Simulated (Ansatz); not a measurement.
As:
```
CELL_PARAMETERS angstrom
      1.89124     1.09191     3.36662
     -1.89124     1.09191     3.36662
      0.00000    -2.18381     3.36662
ATOMIC_POSITIONS crystal
  As 0.23020 0.23020 0.23020
  As 0.76980 0.76980 0.76980
```

Relaxed with PBEsol. Special points in fractions of this cell's reciprocal vectors: Γ (0.000, 0.000, 0.000); T (0.500, 0.500, 0.500); H2 (0.763, 0.237, 0.500); H0 (0.500, -0.237, 0.237); L (0.500, 0.000, 0.000); S0 (0.368, -0.368, 0.000); S2 (0.632, 0.000, 0.368); F (0.500, 0.000, 0.500).

### Question
List the band energies nearest the Fermi level at these points for plane-wave PAW PBEsol (Ansatz code).

### Answer
In eV from the Fermi level; about four levels below and three above (degenerate sets whole), none deeper than 8.9 eV; points with the same levels are listed once.

```
k                     below           above
--  -----------------------  --------------
Γ   -5.63 -2.43 -2.12 -2.12  2.05 3.07 3.07
T         -1.76 -1.76 -0.73  0.32 0.32 1.50
H2        -6.06 -5.78 -1.11  0.96 5.37 5.48
L   -2.63 -2.45 -0.39 -0.35  0.19 0.85 9.30
S0        -6.41 -3.75 -3.60  3.26 3.59 5.06
F         -6.41 -4.42 -4.34  1.49 5.66 6.67
```

Space group R-3m (A7 (α-As type)). The PBEsol relaxation kept the symmetry of its start. Scalar-relativistic: spin–orbit coupling is off unless named, which matters more the heavier the elements.

Potentials: the earlier of the program's two PAW sets. The files were generated under PBE; for other functionals the program regenerates the frozen cores, and for LDA and PBEsol the local potential too.
